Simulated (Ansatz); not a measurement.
## La2NiO4: what a change of magnetization.spin_polarized, scf.max_iter does

Level of theory: PBEsol, collinear spin, scalar-relativistic; Ansatz, plane waves to 420 eV (PAW set soft_2), k-mesh 12×12×12. These are the settings of the reference run.

Cell:

```cif
data_structure
_symmetry_space_group_name_H-M 'P 1'
_symmetry_Int_Tables_number 1
_cell_length_a 6.9395
_cell_length_b 6.9395
_cell_length_c 6.9395
_cell_angle_alpha 148.626
_cell_angle_beta 148.626
_cell_angle_gamma 44.963
_cell_volume 90.30
loop_
_atom_site_label
_atom_site_type_symbol
_atom_site_fract_x
_atom_site_fract_y
_atom_site_fract_z
_atom_site_occupancy
La1 La 0.36298 0.36298 0.00000 1
La2 La 0.63702 0.63702 0.00000 1
Ni1 Ni 0.00000 0.00000 0.00000 1
O1 O 0.50000 0.00000 0.50000 1
O2 O 0.00000 0.50000 0.50000 1
O3 O 0.18040 0.18040 0.00000 1
O4 O 0.81960 0.81960 0.00000 1
```

The reference run of this cell is solved again as a single point with these keys changed:

| key | reference run | changed run |
| --- | --- | --- |
| magnetization.spin_polarized | true | many |
| scf.max_iter | not typed | 100 |

**Question.** Does this change matter?

**Answer.** It is refused before the calculation starts. Message: Error: YAML parse error: error: line 29 column 19: invalid boolean (strict mode expects true/false)
  --> <input>:29:19
   |
27 |   stress: true
28 | magnetization:
29 |   spin_polarized: many
   |                   ^ invalid boolean (strict mode expects true/false)
